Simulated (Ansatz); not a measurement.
# CsAg4N3 single point

input.yaml (Ansatz 0.2.0)

```yaml
crystal:
  lattice:
    - [4.076516, 0.0, 0.0]
    - [0.0, 4.076516, 0.0]
    - [0.0, 0.0, 9.774033]
  atoms:
    - { symbol: Cs, position: [0.0, 0.0, 0.5] }
    - { symbol: Ag, position: [0.0, 0.5, 0.16323] }
    - { symbol: Ag, position: [0.5, 0.0, 0.16323] }
    - { symbol: Ag, position: [0.0, 0.5, 0.83677] }
    - { symbol: Ag, position: [0.5, 0.0, 0.83677] }
    - { symbol: "N", position: [0.5, 0.5, 0.3015] }
    - { symbol: "N", position: [0.5, 0.5, 0.6985] }
    - { symbol: "N", position: [0.0, 0.0, 0.0] }
  symmetry: { tolerance: 0.0003 }
kpoints:
  mp_grid: { grid: [8, 8, 4], shift: [0, 0, 0] }
  band_path:
    path:
      - [0.0, 0.0, 0.0]
      - [0.0, 0.5, 0.0]
      - [0.5, 0.5, 0.0]
      - [0.0, 0.0, 0.0]
      - [0.0, 0.0, 0.5]
      - [0.0, 0.5, 0.5]
      - [0.5, 0.5, 0.5]
      - [0.0, 0.0, 0.5]
      - [0.0, 0.5, 0.0]
      - [0.0, 0.5, 0.5]
      - [0.5, 0.5, 0.0]
    npoints: 6
magnetization:
  spin_polarized: false
scf:
  occupations: { method: gaussian, width: 0.1283 }
  lower_state_search: "off"
  max_iter: 200
hamiltonian:
  pseudopotentials: { kind: paw }
  xc: pbe
basis:
  ecutwfc: 420
  fft_grid_basis: typed
output:
  forces: true
  stress: true
  eigenvalues: true
  bader: true
  populations: true
  elf: true
  write_potential: true
  volumetric_format: npy
  dos:
    e_range: [-12, 8]
    de: 0.05
    projected: { site_lists: { Ag: [Ag], Cs: [Cs], "N": ["N"] } }
checkpoint:
  read: saved_state
```

The run starts from an earlier solution of this cell. 

Output (shortened):

```
Pseudopotentials: kind: paw
Pseudopotential: Cs, paw, valence charge 9, recommended cutoff 420 eV (normal), Cs.paw.azcp
Pseudopotential: Ag, paw, valence charge 19, recommended cutoff 420 eV (normal), Ag.paw.azcp
Pseudopotential: N, paw, valence charge 5, recommended cutoff 420 eV (normal), N.paw.azcp
Functional definition: PBE
  exchange = pbe_x(kappa = kappa, mu = beta*pi^2/3)
  correlation = pbe_c(beta = beta)
Crystal: 8 atoms, lattice volume = 162.425 Å³
Basis set: ecut = 420 eV, 3201 PW (Γ), exchange–correlation on 60×60×144 points (8 copies of the dense FFT grid, shifted against one another)
Bands: 60, of which v1, the nominal top of the filled ones, is band 50 counted from 1 (49 counted from 0)
Symmetry: 16 space group operations
Space group: P4/mmm (ITA 123), of the structure as read, at distance tolerance 1.6e-3 Å
k-points: 45 of 256
Initial density: read from a saved state, or passed on in memory by an earlier SCF of this step, an earlier step, the calling program or the single point that the run made first
Functional: x = pbe(κ = 0.804, μ = 0.2195), c = pbe(β = 0.0667)
SCF iter   1: F=—  Δρ=2.32e-3  dr2=2.08e-2
SCF iter   2: F=—  Δρ=1.02e-3  dr2=1.80e-3
SCF iter   3: F=—  Δρ=6.95e-4  dr2=1.90e-3
SCF iter   4: F=—  Δρ=1.22e-4  dr2=2.86e-5
SCF iter   5: F=—  Δρ=4.97e-5  dr2=4.98e-6
SCF iter   6: F=—  Δρ=2.25e-5  dr2=1.48e-6
SCF iter   7: F=—  Δρ=1.39e-5  dr2=4.03e-7
SCF iter   8: F=-37174.8884 eV  Δρ=4.97e-6  dr2=7.75e-8
Free energy (F): -37174.8884 eV
Harris-Foulkes:  -37174.8884 eV  (|F-HF|=6.30e-8)
Internal energy: -37174.7930 eV  (E = F + TS)
E sigma→0 (E₀):  -37174.8407 eV
Entropy (-TS):   -0.0954 eV (-11.927 meV/atom)
Fermi energy:    8.7695 eV
--- Per-component energies (eV) ---
  E_band       = -1485.7394
  E_kinetic    = 2605.4685
  E_local      = -17563.9451  (includes V_loc(G=0)·N_el)
  E_nonlocal   = 494.2061
  E_hartree    = 7987.7900
  E_xc         = -1080.5784
  E_vxc        = -1276.7607  (∫ρ·V_xc dr)
  E_paw        = -21053.3413  (= ΣΔE_a)
  E_vpaw       = -1720.3063  (= ΣTr[D̂ρ^β])
  E_aug_tail   = 0.0015  (compensation charges beyond the density's cutoff)
  E_ewald      = -8564.3943
  E_smearing   = -0.0954  (= −TS)
--- Forces (eV/Å), atoms counted from 1 ---
  atom   1  Cs     0.0000     0.0000     0.0000
  atom   2  Ag     0.0000     0.0000     0.2728
  atom   3  Ag     0.0000     0.0000     0.2728
  atom   4  Ag     0.0000     0.0000    -0.2728
  atom   5  Ag     0.0000     0.0000    -0.2728
  atom   6  N      0.0000     0.0000    -1.8031
  atom   7  N      0.0000     0.0000     1.8031
  atom   8  N      0.0000     0.0000     0.0000
--- Stress (GPa, compression-positive) ---
       -6.4680       0.0000       0.0000
        0.0000      -6.4680       0.0000
        0.0000       0.0000      -8.6278
  P = ⅓ Tr σ = -7.1879 GPa (-71.879 kbar)
--- Löwdin populations: 8 sites ---
  site symbol       q [e]
     0     Cs      8.2064
     1     Ag     18.3882
     2     Ag     18.3882
     3     Ag     18.3882
     4     Ag     18.3882
     5      N      5.8942
     6      N      5.8942
     7      N      5.9013
  spilling = 0.0055 (of n_electrons = 100.0000)
```

Origin: a known structure type with other elements, at an estimated volume, so it need not be a known compound. Caveats: many states at the Fermi level without spin polarisation, so a magnetic state may lie lower; atoms or cell far from equilibrium.
